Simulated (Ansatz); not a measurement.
A: TaS₂ (CdI2 type), a = b = 3.329 Å, c = 5.786 Å, α = β = 90.00°, γ = 120.00°
B: MoS₂ (2H-MoS2 type, space group P6_3/mmc), a = b = 3.149 Å, c = 12.091 Å, α = β = 90.00°, γ = 120.00°
C: InSe (beta-GaS type, space group P6_3/mmc), a = b = 4.0320 Å, c = 16.7626 Å, α = β = 90.00°, γ = 120.00°

Scan: energy against volume (even scaling of the relaxed cell, symmetry kept). All come from one method, each on a k mesh of its own. All were relaxed with their symmetry unable to fall. MoS2 is run without spin polarisation. Spin-orbit coupling is left out. TaS2 is run without spin polarisation. The PAW data are Ansatz's earlier set.

### Question
Order them by bulk modulus at fixed cell shape (fitted) (highest first) at the level PBE-D3(BJ) (plane waves to 420 eV, PAW, scalar-relativistic; Ansatz, a first-principles code).

### Answer
B (75.2 GPa), A (59.5 GPa), C (27.9 GPa)

(Under strain, the slope of the energy per volume gives the stress and its curvature an elastic modulus.)
